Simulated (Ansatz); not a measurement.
C:
```cif
data_C6
_chemical_formula_sum 'C6'
_space_group_name_H-M_alt 'P42/mmc'
_space_group_IT_number 131
_space_group_name_Hall '-P 4c 2'
_cell_length_a 2.58223
_cell_length_b 2.58223
_cell_length_c 5.96897
_cell_angle_alpha 90.000
_cell_angle_beta 90.000
_cell_angle_gamma 90.000
loop_
_atom_site_label
_atom_site_type_symbol
_atom_site_symmetry_multiplicity
_atom_site_Wyckoff_symbol
_atom_site_fract_x
_atom_site_fract_y
_atom_site_fract_z
_atom_site_occupancy
C1 C 2 e 0.00000 0.00000 0.25000 1
C2 C 4 i 0.50000 0.00000 0.11208 1
```

Relaxed with PBEsol.

Decompose the optical modes at the zone centre into irreducible representations, and say which are infrared and Raman allowed.

Point group 4/mmm: Γ_opt = A1g + A2u + 2B1g + B2u + 3Eg + 2Eu. Infrared: A2u, Eu. Raman: A1g, B1g, Eg.

Assign frequencies (DFPT, DFT-PBEsol in the program Ansatz with PAW potentials).

Eg 385, Eu 602, Eg 757, B2u 907, B1g 942, Eu 1115, Eg 1190, A2u 1216, B1g 1526, A1g 1659 cm⁻¹.

Subscripts of B labels follow the axes of the standard setting.

Space group P4_2/mmc. The start of the workflow was typed in or built on a structure type; neither database checked (COD, Materials Project) lists it. It is not the phase usual at ambient conditions (space group No. 194, 227). The PBEsol relaxation kept the symmetry of its start; whether a distortion lowers the energy is not shown. As this level gives no gap, phonon frequencies hold no LO–TO term and depend on the k-mesh and smearing (Fermi–Dirac, 0.1 eV here).

Potentials: the earlier of the program's two PAW sets. The files were generated under PBE; for other functionals the program regenerates the frozen cores, and for LDA and PBEsol the local potential too.
